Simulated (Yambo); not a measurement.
Material: PNO (space group I2_12_12_1, No. 24); a = 4.787 Å, b = 4.787 Å, c = 4.787 Å, α = 124.64°, β = 120.14°, γ = 85.96° (6 atoms in the cell). The geometry is that of Materials Project entry mp-753671, symmetrised and not relaxed again.

With LDA (pw.x of Quantum ESPRESSO, ONCV potentials, scalar-relativistic), the gap between the mesh's edge points ((-0.5, -0.5, -0.5) → Γ) is 5.115 eV.

Task: What does a G0W0 run in Yambo give for it (4×4×4 Γ-centred k mesh, 109 bands and a 7 Ry block in the screening, 109 bands in G with the Bruneval-Gonze terminator, plasmon pole fitted at 27.2 eV)?

Result: The correction is 2.273 eV, giving 7.387 eV, 1.4 times the LDA value.  Convergence of the G0W0 settings was not tested. 

The structure is a Materials Project entry; no match was found in the copy of COD used, and its stability was not checked.
